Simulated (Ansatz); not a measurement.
PtS2 (CdI2 type)

```yaml
crystal:
  lattice:
    - [3.55931, 0.00000, 0.00000]
    - [-1.77966, 3.08245, 0.00000]
    - [0.00000, 0.00000, 4.38472]
  atoms:
    - { symbol: Pt, position: [0.00000, 0.00000, 0.00000] }
    - { symbol: S, position: [0.66667, 0.33333, 0.27118] }
    - { symbol: S, position: [0.33333, 0.66667, 0.72882] }
```

The slice is a (1 -1 0 0) plane (indices of the conventional cell) through the point (0.333, 0.667, 0.729) (fractional), spanned by u = [110] and v = [001] in vectors of this cell: u (3.56 Å) and v (4.38 Å, at 90° to u). It covers one period; positions are fractions (u, v).

All values below come from PBEsol-D3(BJ) (plane waves to 420 eV, PAW, scalar-relativistic; Ansatz, an electronic-structure program). k mesh 15×15×11. These are valence fields of a PAW run, semicore shells included where kept as valence: close to a nucleus they are smooth pseudo fields. PtS2 is run without spin polarisation. PtS2 was relaxed with its symmetry unable to fall. Spin-orbit coupling is left out, though Pt is heavy.

Problem. Sketch the valence electron density on this plane as a map.

Solution. 
```
|8999987666789999|
|9999877666778999|
|9999876666678999|
|9988776666677889|
|8877766676667778|
|7776677777776677|
|6666677888776666|
|5566778888877665|
|5556778888877655|
|5566788999887665|
|5566788999887665|
|6667788999887766|
|6667788999887766|
|7777788999887777|
|8888888999888888|
|9988888898888889|
|9999888888888999|
|9999988888889999|
|8999987777789999|
|0899987777789998|
```
Scale: ten equal steps from -3.00 (start of '0') to 0.07 (end of '9'), in the order '0123456789'. Values: log₁₀ of the valence density in e/Å³. The map has 16 points along u (one character each, u = 0 at the left) and 20 along v (v = 0 in the bottom row). The scale is logarithmic, as a density can span decades between atoms and voids; values under 0.001 e/Å³ are set to 0.001.
